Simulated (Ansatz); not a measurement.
WSe2:
```
WSe2
1.0
    5.66216     0.00000     0.00000
    0.00000     6.36624     0.00000
    0.00000     0.00000     3.30008
W Se
2 4
Cartesian
  0.00000   0.00000   0.00000
  2.83108   3.18312   1.65004
  1.13834   2.25111   0.00000
  3.96942   0.93201   1.65004
  1.69274   5.43423   1.65004
  4.52382   4.11513   0.00000
```

Relaxed with PBE. Special points in fractions of this cell's reciprocal vectors: Γ (0.000, 0.000, 0.000); X (0.500, 0.000, 0.000); S (0.500, 0.500, 0.000); Y (0.000, 0.500, 0.000); Z (0.000, 0.000, 0.500); U (0.500, 0.000, 0.500); R (0.500, 0.500, 0.500); T (0.000, 0.500, 0.500).

Question: List the band energies nearest the Fermi level at these points for the program Ansatz at the PBE level (PAW).

Answer: In eV from the Fermi level; about four levels below and three above (degenerate sets whole), none deeper than 8.9 eV; points with the same levels are listed once.

```tsv
k	below	above
Γ	-1.43 -1.23 -0.44 -0.05	0.03 0.09 0.17
X	-1.33 -1.33 -1.09 -1.09	1.42 1.42 1.53 1.53
S	-1.80 -1.80 -0.26 -0.26	0.22 0.22 1.71 1.71
Y	-1.41 -1.41 -0.88 -0.88	1.30 1.30 1.38 1.38
Z	-2.13 -2.13 -0.11 -0.11	1.58 1.58 2.21 2.21
U	-0.20 -0.20 -0.10 -0.10	2.24 2.24 3.21 3.21
R	-1.86 -1.86 -0.38 -0.38	0.70 0.70 2.20 2.20
T	-2.57 -2.57 -1.36 -1.36	1.12 1.12 2.34 2.34
```

Space group Pnnm. The cell is a constructed one: a structure type filled with these elements; neither database checked (COD, Materials Project) lists it. It is not the phase usual at ambient conditions (space group No. 194). The cell was relaxed with PBE under the symmetry of its start; whether a distortion lowers the energy is not shown. No spin polarisation was allowed. Scalar-relativistic: spin–orbit coupling is off unless named, which matters more the heavier the elements.

Potentials: the later of the program's two PAW sets.
